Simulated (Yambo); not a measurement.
Yambo run on RbNH2 (space group P2_1/m, No. 11). The wavefunctions are PBEsol (pw.x of Quantum ESPRESSO, ONCV potentials, without SOC) ones on a 2×4×2 mesh (16 occupied bands); a = 4.8411 Å, b = 3.9473 Å, c = 6.4122 Å, α = γ = 90.00°, β = 98.92°.

Yambo input:

```
rim_cut
gw0
dyson
el_el_corr
HF_and_locXC
mpa
em1d
RandQpts= 1000000
RandGvec= 1 Ry
EXXRLvcs= 84 Ry
VXCRLvcs= 336 Ry
Chimod= "HARTREE"
% BndsRnXm
 1 | 169 |
%
NGsBlkXm= 7 Ry
% LongDrXm
 1.0 | 1.0 | 1.0 |
%
EnSampXm= "2l"
EnGridXm= "lP"
% EnRngeXm
 0.0 | 40.0 | eV
%
% ImRngeXm
 2.72114 | 27.21138 | eV
%
% DmRngeXm
 0.02721 | 2.72114 | eV
%
ETStpsXm= 8
IntSolXm= "PT"
% GbndRnge
 1 | 169 |
%
GTermKind= "none"
DysSolver= "n"
ExtendOut
% QPkrange
 1 | 1 | 16 | 17 |
 2 | 2 | 16 | 16 |
%
```

k points by index: 1 = Γ, 2 = (0, 0, -0.5).

Table of the .qp output:

```
#    K-point    Band    Eo [eV]    E [eV]    E-Eo [eV]    Vxc [eV]    Vnlxc [eV]    Sc|Eo [eV]    Sc|E [eV]    dSc/dw|Eo [eV]    Re(Z)    Im(Z)
#
    1    16    -0.046598    -1.160418    -1.113820    -15.05002    -19.42145    2.908073    3.257608    -8.533109    0.761247    -0.004625
    1    17    1.963108    2.880706    0.917599    -8.310745    -4.251534    -2.963270    -3.141612    -5.285255    0.837343    -0.003753
    2    16    0.000000    -1.083796    -1.083796    -15.23987    -19.59309    2.928513    3.269416    -8.552906    0.760826    -0.004571
```
(The two width columns are left out.) Convergence of these settings isn't established.

Geometry of the Materials Project entry, not relaxed at this level.

The structure is a Materials Project entry; no match was found in the copy of COD used, and its stability was not checked.
